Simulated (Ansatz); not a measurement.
What DFT gives for ZrBi2I6

```
I Zr Bi
1.0
     0.00000    5.60556    5.60556
     5.60556    0.00000    5.60556
     5.60556    5.60556    0.00000
I Zr Bi
6 1 2
Direct
  0.75630 0.24370 0.24370
  0.24370 0.75630 0.24370
  0.24370 0.75630 0.75630
  0.75630 0.24370 0.75630
  0.24370 0.24370 0.75630
  0.75630 0.75630 0.24370
  0.00000 0.00000 0.00000
  0.25000 0.25000 0.25000
  0.75000 0.75000 0.75000
```

Single point in Ansatz 0.2.0 with r2SCAN, no spin polarisation. Cutoff 500 eV, PAW datasets, 5×5×5 Γ-centred k mesh, gaussian filling (width 0.0587 eV).

Is it stable against the elements?

-0.19 eV an atom against the elements' usual phases (free molecules for gases, crystals otherwise, with no correction for O₂ or N₂), so it is bound against them; other compounds may still compete. Relaxing would lower it.

Is there a gap?

It is a metal, with about 8.2 states/eV a cell as the mean within 0.25 eV of the Fermi level, mostly Bi p (76 %) and Zr d (13 %).

Where is the largest force?

The largest is on I1 (and as large on other atoms): 1.37 eV/Å, components (1.37, 0.00, 0.00). It makes 180° with the line to a nearest neighbour, Zr7 at 2.73 Å, pointing away from it.

Which element gives electrons and which takes them?

Bader charges in e: Zr +1.96, Bi +0.55, I -0.51. In the mean Zr gives up most and I takes most.

Origin: a known structure type with other elements, at an estimated volume, so it need not be a known compound. Caveats: the Fermi level lies in a narrow band between gaps, which spin or distortion may split.
